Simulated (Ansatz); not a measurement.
YPb3: do energies and stresses tell the same story?

These are results of DFT r2SCAN, scalar-relativistic, plane waves, PAW (Ansatz), not measurements.

Cutoff 500 eV; k points 10×10×10 on the computed 4-atom cell (Γ-centred); Gaussian smearing, width 0.10 eV; no spin polarisation.

Relaxed cell: Pm-3m, a = 4.861 Å, b = 4.861 Å, c = 4.861 Å, α = 90.00°, β = 90.00°, γ = 90.00°, 4 atoms in the primitive cell. Whether it is the stable form of this composition wasn't checked.

Energies at zero smearing and pressures from the stress tensor, at volumes with shape and atoms relaxed:
```
V (Å³/atom) E − E(first) (meV/atom) P (GPa)
     25.271                     0.00     9.32
     26.132                   -41.94     6.36
     26.994                   -69.19     3.86
     27.855                   -84.06     1.75
     28.717                   -88.52    -0.02
     29.578                   -84.16    -1.53
     30.440                   -72.34    -2.80
     31.589                   -46.91    -4.20
```

**Question.** Check P = −dE/dV between neighbouring volumes, and get the bulk modulus from the pressures alone.

**Answer.** With 1 eV/Å³ = 160.2 GPa:
```json
{"middle V (Å³/atom)": "25.702", "−ΔE/ΔV (GPa)": "7.799", "mean P (GPa)": "7.839"}
{"middle V (Å³/atom)": "26.563", "−ΔE/ΔV (GPa)": "5.068", "mean P (GPa)": "5.108"}
{"middle V (Å³/atom)": "27.425", "−ΔE/ΔV (GPa)": "2.767", "mean P (GPa)": "2.807"}
{"middle V (Å³/atom)": "28.286", "−ΔE/ΔV (GPa)": "0.828", "mean P (GPa)": "0.865"}
{"middle V (Å³/atom)": "29.148", "−ΔE/ΔV (GPa)": "-0.810", "mean P (GPa)": "-0.776"}
{"middle V (Å³/atom)": "30.009", "−ΔE/ΔV (GPa)": "-2.199", "mean P (GPa)": "-2.165"}
{"middle V (Å³/atom)": "31.014", "−ΔE/ΔV (GPa)": "-3.547", "mean P (GPa)": "-3.501"}
```

The two differ by 0.05 GPa at most. The mean of two end pressures misses the average over a step by about ΔV² P″/12, up to 0.04 GPa here; with that taken off 0.02 GPa remains. Around V = 28.717 Å³/atom, the two neighbours give B = −V ΔP/ΔV = 28.717 × 3.28 / 1.723 = 54.7 GPa, against B0 = 54.7 GPa from the Birch–Murnaghan fit of the energies.

Spin–orbit coupling is left out, which can shift energies with elements as heavy as these.

Cost: 9 runs of about 8.8 core-minutes in all, on Arm Neoverse V1 (shared hosts).